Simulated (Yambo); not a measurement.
Absorption of Mg2FeH6 (space group Fm-3m, No. 225) with and without the electron-hole interaction (Yambo, LDA bands; 8×8×8 mesh, 6 valence and 3 conduction bands, static screening with 43 bands and a 3 Ry block, scissor 1.09 eV, Tamm-Dancoff; field along x).

| E (eV) | Im ε, BSE | Im ε, independent quasiparticles |
|---|---|---|
| 1.30 | 0.06 | 0.05 |
| 1.40 | 0.07 | 0.05 |
| 1.50 | 0.07 | 0.05 |
| 1.60 | 0.08 | 0.05 |
| 1.70 | 0.08 | 0.06 |
| 1.80 | 0.09 | 0.06 |
| 1.90 | 0.09 | 0.06 |
| 2.00 | 0.10 | 0.07 |
| 2.10 | 0.10 | 0.07 |
| 2.20 | 0.11 | 0.08 |
| 2.30 | 0.12 | 0.08 |
| 2.40 | 0.13 | 0.09 |
| 2.50 | 0.15 | 0.09 |
| 2.60 | 0.16 | 0.10 |
| 2.70 | 0.18 | 0.11 |
| 2.80 | 0.21 | 0.12 |
| 2.90 | 0.24 | 0.13 |
| 3.00 | 0.29 | 0.14 |
| 3.10 | 0.35 | 0.16 |
| 3.20 | 0.40 | 0.18 |
| 3.30 | 0.47 | 0.21 |
| 3.40 | 0.59 | 0.24 |
| 3.50 | 0.80 | 0.27 |
| 3.60 | 1.14 | 0.32 |
| 3.70 | 1.67 | 0.39 |
| 3.80 | 2.45 | 0.51 |
| 3.90 | 2.92 | 0.70 |
| 4.00 | 2.94 | 1.03 |
| 4.10 | 2.43 | 1.55 |
| 4.20 | 2.02 | 2.29 |
| 4.30 | 1.84 | 2.51 |
| 4.40 | 1.69 | 2.05 |
| 4.50 | 1.61 | 1.70 |
| 4.60 | 1.85 | 1.41 |
| 4.70 | 2.20 | 1.14 |
| 4.80 | 2.62 | 1.12 |
| 4.90 | 3.15 | 1.30 |
| 5.00 | 3.94 | 1.56 |
| 5.10 | 5.24 | 1.72 |
| 5.20 | 7.41 | 1.88 |
| 5.30 | 11.8 | 2.20 |
| 5.40 | 14.2 | 2.53 |
| 5.50 | 10.8 | 2.96 |
| 5.60 | 8.79 | 3.96 |
| 5.70 | 9.03 | 5.96 |
| 5.80 | 10.5 | 7.70 |
| 5.90 | 10.8 | 7.87 |
| 6.00 | 9.70 | 7.82 |
| 6.10 | 8.09 | 8.21 |
| 6.20 | 6.41 | 9.61 |

The scissor comes from a G0W0 run whose convergence isn't established. Broadening 0.15 eV. The band window holds all transitions up to 6.3 eV. Fine structure above the onset can come from the mesh.

Geometry of the Materials Project entry, not relaxed at this level; primitive cell a = b = c = 4.494 Å, α = β = γ = 60.00°.

The runs are not spin-polarised; magnetic order was not tried.
